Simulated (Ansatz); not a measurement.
All numbers below come from Ansatz, DFT PBE, scalar-relativistic, plane waves, PAW. Settings: cutoff 420 eV, Γ-centred meshes spaced at most about 0.3 Å⁻¹, and about 0.25 Å⁻¹ or finer for metals (2π included), Gaussian smearing. No spin polarisation in the final relaxations.

These are static total energies at zero pressure.

Two relaxed structures of Si5P:

A.

```xyz
6
Lattice="4.4104 0.0000 0.0000 -2.2052 3.8196 0.0000 0.0000 0.0000 5.2375" Properties=species:S:1:pos:R:3 pbc="T T T"
Si    0.0000    2.5464    1.3244
Si    2.2052    1.2732    1.3244
Si    2.2052    1.2732    3.9130
Si    0.0000    2.5464    3.9130
Si    0.0000    0.0000    0.0000
P     0.0000    0.0000    2.6187
```

B.

```xyz
6
Lattice="0.0000 3.5794 3.5794 3.5794 0.0000 3.5794 3.5794 3.5794 0.0000" Properties=species:S:1:pos:R:3 pbc="T T T"
Si    6.2651    6.2651    6.2651
Si    4.4732    4.4732    6.2651
Si    4.4732    6.2651    4.4732
Si    6.2651    4.4732    4.4732
Si    3.5794    3.5794    3.5794
P     1.7897    1.7897    1.7897
```

Question: Which form is favoured at zero pressure, and by what margin per atom?

Answer: A is lower, by 150 meV/atom. A has space group P6/mmm (No. 191), 14.7 Å³/atom and no gap on its mesh; B has space group F-43m (No. 216), 15.3 Å³/atom and no gap. Counting Si atoms around P (those within 1.25 times the shortest such distance or 1.15 times the sum of covalent radii, 1.27 where that leaves under three; a plus sign parts nearer from farther groups; the shortest distance is added where it exceeds 1.18 times the sum of covalent radii), A has P 2+12 from 2.6 Å and B has P 16 from 3.0 Å. A and B both hold Si–Si bonds in all directions. The denser one is the lower, and pressure would at first widen the difference. Even the lower one lies +0.53 eV/atom against the reference forms of the elements (uncorrected), so neither is stable at this level. In A, around Si on a site of symmetry 3m lie 5 Si at 2.55–2.65 Å, 3 P at 2.86 Å and 3 Si at 2.87 Å; around Si on a site of symmetry 6/mmm lie 2 P at 2.62 Å and 12 Si at 2.87 Å; around P lie 2 Si at 2.62 Å and 12 Si at 2.86 Å. In B, Si on a site of symmetry 3m has 6 Si at 2.53 Å, 3 P at 2.97 Å and 3 Si at 2.97 Å; Si on a site of symmetry -43m has 12 Si at 2.97 Å and 4 P at 3.10 Å; around P lie 16 Si at 2.97–3.10 Å. Both come from invented guesses. A third cell relaxed alike, in Amm2, lies 0.40 eV/atom below the lower of the two.

A magnetic state wasn't ruled out in cells without spin, among them P6/mmm, F-43m. Cells relaxed within their symmetry can be saddle points.
